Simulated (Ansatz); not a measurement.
Run on Ba₃AlB (perovskite type): DFT, PBE, PAW with Ansatz's default frozen-core files, scalar-relativistic (Ansatz 0.2.0). This run: cell and atoms relaxed.

The start is a guessed cell of a prototype that needn't be stable.

Command: `ansatz run input.yaml --threads 2 --pin off --max-ram 5120MiB --backend cpu --events-out ev --progress --plain --runs-dir out` It took 34 s on 2 threads of Intel(R) Xeon(R) Processor @ 2.70GHz, on a shared host, peak memory 0.5 GiB.

```yaml
crystal:
  lattice:
    - [5.3552683423, 0.0, 0.0]
    - [0.0, 5.3552683423, 0.0]
    - [0.0, 0.0, 5.3552683423]
  atoms:
    - { symbol: Al, position: [0.0, 0.0, 0.0] }
    - { symbol: B, position: [0.5, 0.5, 0.5] }
    - { symbol: Ba, position: [0.5, 0.5, 0.0] }
    - { symbol: Ba, position: [0.5, 0.0, 0.5] }
    - { symbol: Ba, position: [0.0, 0.5, 0.5] }
kpoints:
  mp_grid: { grid: [6, 6, 6] }
scf:
  occupations: { method: fermi_dirac, width: 0.05 }
hamiltonian:
  xc: pbe
  pseudopotentials: { kind: paw }
output:
  forces: true
  stress: true
relax:
  f_tol: 0.005
  max_steps: 50
  cell: {}
```

Output:

```
Engine: ansatz 0.2.0
Pseudopotentials: kind: paw
Pseudopotential: Al, paw, valence charge 3, recommended cutoff 420 eV (normal), Al.paw.azcp
Pseudopotential: B, paw, valence charge 3, recommended cutoff 420 eV (normal), B.paw.azcp
Pseudopotential: Ba, paw, valence charge 10, recommended cutoff 420 eV (normal), Ba.paw.azcp
Functional definition: PBE
  parameter kappa = 0.804
  parameter beta = 0.06672455060314922
  exchange = pbe_x(kappa = kappa, mu = beta*pi^2/3)
  correlation = pbe_c(beta = beta)
Crystal: 5 atoms, lattice volume = 153.583 Å³
Basis set: ecut = 420 eV, 2969 PW (Γ), exchange–correlation on 72×72×72 points (8 copies of the dense FFT grid, shifted against one another)
Bands: 23, of which v1, the nominal top of the filled ones, is band 18 counted from 1 (17 counted from 0)
Symmetry: 48 space group operations
Space group: Pm-3m (ITA 221), of the structure as read, at distance tolerance 5.4e-5 Å
k-points: 20 of 216
Non-local potential: Al, projectors of the file, l = 0: 2, l = 1: 2, l = 2: 1
Non-local potential: B, projectors of the file, l = 0: 2, l = 1: 2, l = 2: 1
Non-local potential: Ba, projectors of the file, l = 0: 3, l = 1: 2, l = 2: 2, l = 3: 2
PAW form: soft (Blöchl's): semilocal exchange-correlation on the pseudo side does not see the compensation charge
PAW one-centre angular grid: Al, 110 points (default); XC on 64 Gauss nodes
PAW one-centre angular grid: B, 110 points (default); XC on 64 Gauss nodes
PAW one-centre angular grid: Ba, 194 points (default); XC on 64 Gauss nodes
Initial density: superposition of atomic densities (neutral atoms: chi_scale 0, normalization atom), corrected by the library's trained network
Initial wavefunctions: pseudopotential atomic-orbital guess
Functional: x = pbe(κ = 0.804, μ = 0.2195149727645171), c = pbe(β = 0.06672455060314922)
SCF iter   1: F=—  HF=-18539.031411 eV  |F-HF|=—  |Δ(HF+E_count)|=         —  Δρ=3.65e-3  dr2=9.51e-2  ethr=1.77e-3  ⟨swp⟩=8.6  Hψ=2720  notcnv=0
preconditioner: auto → Kerker (q_TF=auto, 2.142 Å⁻¹)  [metal: Δε(μ)=0.031 eV  Ē_g=9.826 eV  σ=0.050 eV  W_gap=0.15  n_scr=26 (ndim 8)  ℏωp=16.4 eV  f_vac=0.000  D(μ)=7.91/eV (n_scr^D=80)]
SCF iter   2: F=—  HF=-18539.021169 eV  |F-HF|=—  |Δ(HF+E_count)|=   1.02e-2  Δρ=1.84e-3  dr2=8.67e-3  ethr=2.64e-4  ⟨swp⟩=1.6  Hψ=646  notcnv=0
SCF iter   3: F=—  HF=-18539.020628 eV  |F-HF|=—  |Δ(HF+E_count)|=   5.42e-4  Δρ=1.04e-3  dr2=4.57e-3  ethr=2.41e-5  ⟨swp⟩=2.0  Hψ=551  notcnv=0
SCF iter   4: F=—  HF=-18539.020425 eV  |F-HF|=—  |Δ(HF+E_count)|=   2.03e-4  Δρ=2.06e-4  dr2=1.09e-4  ethr=1.27e-5  ⟨swp⟩=1.9  Hψ=531  notcnv=0
SCF iter   5: F=—  HF=-18539.020447 eV  |F-HF|=—  |Δ(HF+E_count)|=   2.25e-5  Δρ=4.64e-5  dr2=5.10e-6  ethr=3.02e-7  ⟨swp⟩=2.8  Hψ=742  notcnv=0
SCF iter   6: F=—  HF=-18539.020447 eV  |F-HF|=—  |Δ(HF+E_count)|=   7.76e-8  Δρ=1.12e-5  dr2=2.59e-7  ethr=1.42e-8  ⟨swp⟩=2.1  Hψ=618  notcnv=0
SCF iter   7: F=-18539.020448 eV  HF=-18539.020448 eV  |F-HF|=9.83e-9  |Δ(HF+E_count)|=   1.19e-7  Δρ=3.13e-6  dr2=1.71e-8  ethr=2.78e-10  ⟨swp⟩=4.9  Hψ=1772  notcnv=0
SCF 1 converged in 7 iterations: F = -18539.020448 eV  dr2 = 1.71e-8
  greatest PAW one-centre occupation: 0.958 electrons in one spin orbital (limit 2), on the Ba atom at site 4 (counted from 0), in its partial waves of l = 0
relax step   1: F+E_penalty+E_count = -18539.02044753 eV  Δ(F+E_penalty+E_count) = +0.000e0 eV  max|allowed force component| = 1.108e-29 eV/Å  Δτ_max = 0.0000 Å  P = +7.158 GPa  Ω = 153.583 Å³  (7 SCF iters, dr2 threshold 1.00e-7 eV, accepted)
Crystal: 5 atoms, lattice volume = 177.158 Å³
Basis set: ecut = 420 eV, 3431 PW (Γ), exchange–correlation on 72×72×72 points (8 copies of the dense FFT grid, shifted against one another)
Initial density: handed on by an earlier stage of this run
Initial wavefunctions: those handed on with the density
SCF iter   1: F=—  HF=-18539.840398 eV  |F-HF|=—  |Δ(HF+E_count)|=         —  Δρ=1.30e-2  dr2=1.28e0  ethr=3.10e-3  ⟨swp⟩=8.8  Hψ=2622  notcnv=0
preconditioner: auto → Kerker (q_TF=auto, 2.092 Å⁻¹)  [metal: Δε(μ)=0.032 eV  Ē_g=9.899 eV  σ=0.050 eV  W_gap=0.16  n_scr=26 (ndim 8)  ℏωp=15.3 eV  f_vac=0.000  D(μ)=9.30/eV (n_scr^D=80)]
SCF iter   2: F=—  HF=-18539.688763 eV  |F-HF|=—  |Δ(HF+E_count)|=   1.52e-1  Δρ=3.29e-3  dr2=4.27e-2  ethr=3.10e-3  ⟨swp⟩=2.5  Hψ=841  notcnv=0
SCF iter   3: F=—  HF=-18539.682262 eV  |F-HF|=—  |Δ(HF+E_count)|=   6.50e-3  Δρ=1.67e-3  dr2=7.15e-3  ethr=1.19e-4  ⟨swp⟩=2.0  Hψ=874  notcnv=0
SCF iter   4: F=—  HF=-18539.680059 eV  |F-HF|=—  |Δ(HF+E_count)|=   2.20e-3  Δρ=3.68e-4  dr2=4.56e-4  ethr=1.99e-5  ⟨swp⟩=2.2  Hψ=790  notcnv=0
SCF iter   5: F=—  HF=-18539.680030 eV  |F-HF|=—  |Δ(HF+E_count)|=   2.90e-5  Δρ=1.47e-4  dr2=1.38e-4  ethr=1.27e-6  ⟨swp⟩=2.0  Hψ=659  notcnv=0
SCF iter   6: F=—  HF=-18539.680014 eV  |F-HF|=—  |Δ(HF+E_count)|=   1.63e-5  Δρ=3.38e-5  dr2=5.14e-6  ethr=3.83e-7  ⟨swp⟩=1.9  Hψ=680  notcnv=0
SCF iter   7: F=-18539.680014 eV  HF=-18539.680014 eV  |F-HF|=1.78e-7  |Δ(HF+E_count)|=   3.74e-7  Δρ=8.99e-6  dr2=3.91e-7  ethr=1.39e-9  ⟨swp⟩=5.7  Hψ=2094  notcnv=0
SCF 2 converged in 7 iterations: F = -18539.680014 eV  dr2 = 3.91e-7
  greatest PAW one-centre occupation: 0.957 electrons in one spin orbital (limit 2), on the Ba atom at site 2 (counted from 0), in its partial waves of l = 0
relax step   2: F+E_penalty+E_count = -18539.68001430 eV  Δ(F+E_penalty+E_count) = -6.596e-1 eV  max|allowed force component| = 2.002e-30 eV/Å  Δτ_max = 0.0000 Å  P = +2.304 GPa  Ω = 177.158 Å³  energy of the carried Pulay correction = -2.569e-3 eV  (7 SCF iters, dr2 threshold 5.00e-7 eV, accepted)
Crystal: 5 atoms, lattice volume = 191.048 Å³
Basis set: ecut = 420 eV, 3743 PW (Γ), exchange–correlation on 72×72×72 points (8 copies of the dense FFT grid, shifted against one another)
iter 1 solved again at ethr=1.25e-3 eV; its pass at ethr=3.10e-3 eV (dr2=4.50e-1 eV) is discarded
SCF iter   1: F=—  HF=-18539.840873 eV  |F-HF|=—  |Δ(HF+E_count)|=         —  Δρ=7.08e-3  dr2=4.57e-1  ethr=1.25e-3  ⟨swp⟩=1.1  Hψ=3017  notcnv=0
preconditioner: auto → Kerker (q_TF=auto, 2.066 Å⁻¹)  [metal: Δε(μ)=0.006 eV  Ē_g=9.829 eV  σ=0.050 eV  W_gap=0.03  n_scr=26 (ndim 8)  ℏωp=14.7 eV  f_vac=0.000  D(μ)=11.83/eV (n_scr^D=122)]
SCF iter   2: F=—  HF=-18539.800889 eV  |F-HF|=—  |Δ(HF+E_count)|=   4.00e-2  Δρ=2.41e-3  dr2=3.83e-2  ethr=1.25e-3  ⟨swp⟩=2.5  Hψ=748  notcnv=0
[... lines left out ...]
relax step   7: F+E_penalty+E_count = -18539.81442070 eV  Δ(F+E_penalty+E_count) = -1.097e-4 eV  max|allowed force component| = 1.772e-30 eV/Å  Δτ_max = 0.0000 Å  P = +0.003 GPa  Ω = 196.381 Å³  energy of the carried Pulay correction = -7.065e-5 eV  (6 SCF iters, dr2 threshold 1.41e-8 eV, accepted)
iter 1 solved again at ethr=1.26e-7 eV; its pass at ethr=3.10e-3 eV (dr2=4.52e-5 eV) is discarded
SCF iter   1: F=—  HF=-18539.814438 eV  |F-HF|=—  |Δ(HF+E_count)|=         —  Δρ=2.29e-6  dr2=5.11e-9  ethr=1.26e-7  ⟨swp⟩=3.6  Hψ=4204  notcnv=0
eigensolver tolerance schedule: the retry pair's looser diagonalisation over-reported the residual by 8840.79 of it (diagonalisation noise at 0.56 of the residual, at the tolerance the schedule requests for it); recorded, not acted on — ethr = c·dr2/N_el stays at c = 1.0e-1
preconditioner: auto → Kerker (q_TF=auto, 2.056 Å⁻¹)  [metal: Δε(μ)=0.014 eV  Ē_g=9.868 eV  σ=0.050 eV  W_gap=0.07  n_scr=26 (ndim 8)  ℏωp=14.5 eV  f_vac=0.000  D(μ)=11.14/eV (n_scr^D=92)]
SCF iter   2: F=—  HF=-18539.814491 eV  |F-HF|=—  |Δ(HF+E_count)|=   5.30e-5  Δρ=1.29e-6  dr2=1.84e-9  ethr=1.42e-11  ⟨swp⟩=3.6  Hψ=1245  notcnv=0
SCF iter   3: F=—  HF=-18539.814491 eV  |F-HF|=—  |Δ(HF+E_count)|=   5.27e-9  Δρ=7.36e-7  dr2=7.67e-10  ethr=5.12e-12  ⟨swp⟩=1.9  Hψ=531  notcnv=0
SCF iter   4: F=—  HF=-18539.814491 eV  |F-HF|=—  |Δ(HF+E_count)|=   2.25e-9  Δρ=2.21e-7  dr2=3.46e-10  ethr=2.13e-12  ⟨swp⟩=2.0  Hψ=582  notcnv=0
SCF iter   5: F=-18539.814491 eV  HF=-18539.814491 eV  |F-HF|=8.00e-11  |Δ(HF+E_count)|=  7.28e-12  Δρ=1.39e-7  dr2=2.33e-11  ethr=1.00e-12  ⟨swp⟩=3.0  Hψ=1728  notcnv=0
SCF 8 converged in 5 iterations: F = -18539.814491 eV  dr2 = 2.33e-11
relax step   8: F+E_penalty+E_count = -18539.81449093 eV  Δ(F+E_penalty+E_count) = -7.023e-5 eV  max|allowed force component| = 2.100e-30 eV/Å  Δτ_max = 0.0000 Å  P = +0.003 GPa  Ω = 196.381 Å³  stress off target by 2.56e-3 GPa  SCF on the basis re-selected at this cell (its energy is not comparable with the rows above)  (5 SCF iters)
basis re-selected at this cell: Δ(F+E_penalty+E_count) = -7.023e-5 eV, ΔP = +0.000 GPa vs the last step (what re-selecting the basis moved, of the pressure what is left beyond the Pulay correction that the steps carried, after the strain that the cell walked since its last selection, with what the two solves' SCF thresholds leave and, on support functions, any second-order correction that the steps lacked; it is no measure of the basis error at this ecutwfc). This SCF's stress stands 2.56e-3 GPa from its target on what of the cell is left free (relax.cell.stress_tol is 5.00e-2 GPa) and its largest allowed force component is 2.10e-30 eV/Å (relax.f_tol is 5.00e-3 eV/Å): within both
SCF converged after 5 iterations
Free energy (F): -18539.814491 eV
Harris-Foulkes:  -18539.814491 eV  (|F-HF|=8.00e-11)
Internal energy: -18539.723518 eV  (E = F + TS)
E sigma→0 (E₀):  -18539.769004 eV
Entropy (-TS):   -0.090973 eV (-18.195 meV/atom)
Fermi energy:    6.204255 eV
--- Per-component energies (eV) ---
  E_band       = -205.635906
  E_kinetic    = 564.677267
  E_local      = -1188.563315  (includes V_loc(G=0)·N_el)
  E_nonlocal   = 196.407585
  E_hartree    = 400.667037
  E_xc         = -569.920661
  E_vxc        = -465.972620  (∫ρ·V_xc dr)
  E_paw        = -16223.309682  (= ΣΔE_a)
  E_vpaw       = -113.518924  (= ΣTr[D̂ρ^β])
  E_aug_tail   = -0.000009  (compensation charges beyond the density's cutoff)
  E_ewald      = -1719.681740
  E_smearing   = -0.090973  (= −TS)
  E_closure    = -0.000000  (closes the sum)
  Σ components = -18539.814491   (vs F -18539.814491, Δ=0.00e0)
--- Forces (eV/Å), atoms counted from 1 ---
  atom   1  Al    -0.00000000    -0.00000000    -0.00000000
  atom   2  B      0.00000000    -0.00000000    -0.00000000
  atom   3  Ba    -0.00000000    -0.00000000     0.00000000
  atom   4  Ba     0.00000000     0.00000000     0.00000000
  atom   5  Ba    -0.00000000    -0.00000000    -0.00000000
  max |Σ_I F_I| component: 5.28e-30 eV/Å
--- Stress (GPa, compression-positive) ---
        0.002561      -0.000000      -0.000000
       -0.000000       0.002561       0.000000
       -0.000000       0.000000       0.002561
  P = ⅓ Tr σ = 0.0026 GPa (0.026 kbar)
--- Relaxed structure (6 steps of the walk, 6 accepted, 2 SCFs on fresh bases) ---
  F+E_penalty+E_count = -18539.81449093 eV   max|allowed force component| = 2.100e-30 eV/Å   (the final SCF, on the basis selected at the relaxed cell)
  cell:  # Å, volume = 196.3809 Å³
    - [5.81254663099304, 1.7813598124941056e-33, -3.2098832406453926e-33]
    - [-1.57296817398033e-33, 5.81254663099304, 0.0]
    - [-3.081487911019577e-33, 0.0, 5.81254663099304]
  atoms:
    - { symbol: Al, position: [9.290513014520103e-36, 8.391431109848861e-36, 1.543423936271899e-35] }
    - { symbol: B, position: [0.5, 0.5, 0.5] }
    - { symbol: Ba, position: [0.5, 0.5, -4.0458685708108005e-36] }
    - { symbol: Ba, position: [0.5, 3.146786666160907e-36, 0.5] }
    - { symbol: Ba, position: [-2.742199809104673e-35, 0.5, 0.5] }
```

Next run, as changes to the input before:

```diff
   lattice:
-    - [5.3552683423, 0.0, 0.0]
-    - [0.0, 5.3552683423, 0.0]
-    - [0.0, 0.0, 5.3552683423]
+    - [5.812546631, 0.0, 0.0]
+    - [0.0, 5.812546631, 0.0]
+    - [0.0, 0.0, 5.812546631]
   atoms:
   stress: true
-relax:
-  f_tol: 0.005
-  max_steps: 50
-  cell: {}
+  eigenvalues: true
+  populations: true
+  bader: true
+  dos: { projected: true, de: 0.2, e_range: [-14, 8] }
+  write_density: true
+  write_potential: true
+  elf: true
+  volumetric_format: npy
```

Command: `ansatz run input.yaml --threads 2 --pin off --max-ram 5120MiB --backend cpu --events-out ev --progress --plain --runs-dir out` It took 19 s on 2 threads of Intel(R) Xeon(R) Processor @ 2.70GHz, on a shared host, peak memory 0.48 GiB.

Results part of the output:

```
SCF 1 converged in 7 iterations: F = -18539.814491 eV  dr2 = 3.50e-8
  greatest PAW one-centre occupation: 0.957 electrons in one spin orbital (limit 2), on the Ba atom at site 4 (counted from 0), in its partial waves of l = 0
SCF converged after 7 iterations
Free energy (F): -18539.814491 eV
Harris-Foulkes:  -18539.814491 eV  (|F-HF|=6.81e-9)
Internal energy: -18539.723518 eV  (E = F + TS)
E sigma→0 (E₀):  -18539.769004 eV
Entropy (-TS):   -0.090973 eV (-18.195 meV/atom)
Fermi energy:    6.204278 eV
--- Per-component energies (eV) ---
  E_band       = -205.635123
  E_kinetic    = 564.676399
  E_local      = -1188.560912  (includes V_loc(G=0)·N_el)
  E_nonlocal   = 196.407452
  E_hartree    = 400.665346
  E_xc         = -569.920408
  E_vxc        = -465.972315  (∫ρ·V_xc dr)
  E_paw        = -16223.309645  (= ΣΔE_a)
  E_vpaw       = -113.518878  (= ΣTr[D̂ρ^β])
  E_aug_tail   = -0.000009  (compensation charges beyond the density's cutoff)
  E_ewald      = -1719.681740
  E_smearing   = -0.090973  (= −TS)
  E_closure    = 0.000000  (closes the sum)
  Σ components = -18539.814491   (vs F -18539.814491, Δ=0.00e0)
--- Forces (eV/Å), atoms counted from 1 ---
  atom   1  Al     0.00000000     0.00000000     0.00000000
  atom   2  B      0.00000000    -0.00000000    -0.00000000
  atom   3  Ba     0.00000000    -0.00000000     0.00000000
  atom   4  Ba     0.00000000    -0.00000000     0.00000000
  atom   5  Ba     0.00000000     0.00000000    -0.00000000
  max |Σ_I F_I| component: 5.84e-29 eV/Å
--- Stress (GPa, compression-positive) ---
        0.002559       0.000000       0.000000
        0.000000       0.002559       0.000000
        0.000000       0.000000       0.002559
  P = ⅓ Tr σ = 0.0026 GPa (0.026 kbar)
--- Band table (eV; the first three rows and the last of 20) ---
  k-point 0: bands = ["-21.8198", "-21.6990", "-21.6990", "-7.3893", "-7.3893", "-7.3893", "-6.9592", "-6.9592", "-6.9592", "-6.7039", "-6.7039", "-6.7039", "0.1350", "1.7970", "6.4567", "6.4567", "6.7942", "6.7942", "6.7942", "6.9793", "6.9793", "6.9793", "7.6204"]
  k-point 1: bands = ["-21.8127", "-21.7062", "-21.6989", "-7.3644", "-7.3644", "-7.3563", "-6.9690", "-6.9690", "-6.9639", "-6.7664", "-6.7230", "-6.7230", "0.2989", "1.8935", "5.9206", "6.5861", "6.5861", "6.6541", "6.8309", "6.8672", "6.9427", "6.9427", "7.2368"]
  k-point 2: bands = ["-21.7944", "-21.7246", "-21.6987", "-7.3038", "-7.3038", "-7.2588", "-7.0006", "-7.0006", "-6.9732", "-6.9214", "-6.7598", "-6.7598", "0.6722", "2.1156", "5.1841", "5.8323", "6.3652", "6.3652", "6.8205", "6.8205", "7.0491", "7.1722", "7.7421"]
  k-point 19: bands = ["-21.7385", "-21.7385", "-21.7385", "-7.7987", "-7.3206", "-7.3206", "-7.3206", "-6.7441", "-6.7441", "-6.7441", "-6.6557", "-6.6557", "2.1726", "2.3594", "4.5276", "4.5276", "4.5276", "6.4652", "6.4652", "6.4652", "8.0060", "8.0060", "8.0060"]
--- Löwdin populations: 5 sites ---
  site symbol       q [e]
     0     Al      4.4591
     1      B      4.8041
     2     Ba      8.5141
     3     Ba      8.5141
     4     Ba      8.5141
  spilling = 0.033176 (of n_electrons = 36.000000)
--- Bader charges: 5 sites ---
  site symbol  charge [e]  shift [e]
     0     Al     -1.5228     0.0000
     1      B     -1.3890     0.0000
     2     Ba      0.9706     0.0000
     3     Ba      0.9706     0.0000
     4     Ba      0.9706     0.0000
  estimated error of the sums over rays = 3.6e-4 e
```

Spin–orbit coupling is left out, which matters for the heavy atoms.
